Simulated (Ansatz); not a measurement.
Suppose Rb₂ZnPdC₆N₆ takes space group Fm-3m (No. 225), with Rb on 8c; Zn on 4a; Pd on 4b; C on 24e; N on 24e. The guess for Rb₂ZnPdC₆N₆ was made by a generator: cyanide-bridged rock-salt net of two metals, 2 guest cations a cell.

Level of theory: DFT PBE, scalar-relativistic, plane waves, PAW (Ansatz). Cutoff 420 eV, Γ-centred mesh, Gaussian smearing, collinear spin.

Formation energies are uncorrected and refer to the elements' standard structures at the same level (N₂ as a molecule).

Task: Give the relaxed lattice parameters and positions.

Result:

Space group Fm-3m (No. 225). a = 11.171 Å, b = 11.171 Å, c = 11.171 Å, α = 90.00°, β = 90.00°, γ = 90.00°
| atom | site | symmetry | x | y | z |
| --- | --- | --- | --- | --- | --- |
| Rb | 8c | -43m | 0.2500 | 0.7500 | 0.7500 |
| Zn | 4a | m-3m | 0.0000 | 0.0000 | 0.0000 |
| Pd | 4b | m-3m | 0.5000 | 0.0000 | 0.0000 |
| C | 24e | 4m.m | 0.1982 | 0.0000 | 0.0000 |
| N | 24e | 4m.m | 0.3031 | 0.0000 | 0.0000 |

Rb is surrounded by 12 C at 3.99 Å and 12 N at 3.99 Å; Zn is surrounded by 6 C at 2.21 Å; Pd has 6 N at 2.20 Å; around C lie 1 N at 1.17 Å, 1 Zn at 2.21 Å, 4 C at 3.13 Å, 1 Pd at 3.37 Å and 4 Rb at 3.99 Å; N has 1 C at 1.17 Å, 1 Pd at 2.20 Å, 4 N at 3.11 Å, 1 Zn at 3.39 Å and 4 Rb at 3.99 Å. Another local minimum with the same sites may exist.

Task: And its energy and gap?

Result: The formation energy is +0.286 eV/atom and the gap on the 4×4×4 mesh of the 16-atom cell is 0.93 eV. The net moment per atom is 0.12 μB and the moment by site is Pd 1.3 μB. A positive value: parting into the elements would lower its energy.

The last run used collinear spin and Gaussian smearing of 0.02 eV. Kohn–Sham gaps at this level usually fall short of measured ones. The reference form of C is held partly by dispersion forces, which this level lacks. Another magnetic order may lie lower. Symmetry constrained the relaxation, so the result can be a saddle point. Site moments count only spheres around the atoms; the net moment includes the space between them.
